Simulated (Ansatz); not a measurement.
# ScCu: zone-centre modes under pressure

ScCu, Pm-3m, a = 3.168 Å. The structure is a COD entry; whether it is the stable form wasn't checked. Ansatz: LDA, PAW, 420 eV, Γ-centred 14×14×14 mesh on 2 atoms, Fermi-Dirac smearing 0.15 eV; no spin polarisation. Cell and atoms are relaxed at each pressure with the symmetry kept; optical modes at Γ by linear response, in cm⁻¹, the highest.

| P (GPa) | V (Å³/atom) | ω1 |
| --- | --- | --- |
| 0 | 15.900 | 198.2 |
| 2 | 15.617 | 205.2 |
| 6 | 15.117 | ? |

Q: Get the mode's Grüneisen parameter γ = −d ln ω/d ln V from the other rows and predict the missing frequency.

A: ln(V/V0) = 0.0000, -0.0180, -0.0505; a line through ln(ω/ω0) of the 2 known rows gives ω1: γ = 1.928, predicted 218.5, computed 217.8. The miss is 0.3 %, or 3 % of the shift under pressure, so a constant γ serves at that level. In a metal these frequencies hang on the mesh and smearing.